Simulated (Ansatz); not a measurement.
ZrSnTe in space group P4/nmm (No. 129; Zr on 2c, Sn on 2a, Te on 2c) at seven volumes, the program Ansatz at the r²SCAN level (PAW), shape and atoms relaxed at each. One row is withheld.

```tsv
V (Å³/atom)	P (GPa)
22.341	10.25
23.077	?
23.814	2.87
24.550	0.00
25.287	-2.43
26.023	-4.48
26.760	-6.20
```

### Question
Fit the shown pressures and predict the withheld one.

### Answer
Third-order Birch–Murnaghan: P = (3/2)B₀(x^(7/2) − x^(5/2))[1 + (3/4)(B′ − 4)(x − 1)] with x = (V₀/V)^(2/3). Least squares on the six rows gives V₀ = 24.550 Å³/atom, B₀ = 87.64 GPa, B′ = 4.56. At V = 23.077, x = 1.0421 and P = 6.25 GPa. The run itself gave 6.25 GPa.

The first step of the workflow began from a Materials Project structure, measured or hypothetical; the Crystallography Open Database copy checked does not list it. Whether it is the stable phase at ambient conditions was not checked. Symmetry was held in the r²SCAN relaxation; its stability against distortions is not shown here. The run is not spin-polarised. Spin–orbit coupling is left out wherever it is not named.

Potentials: the later of the program's two PAW sets.
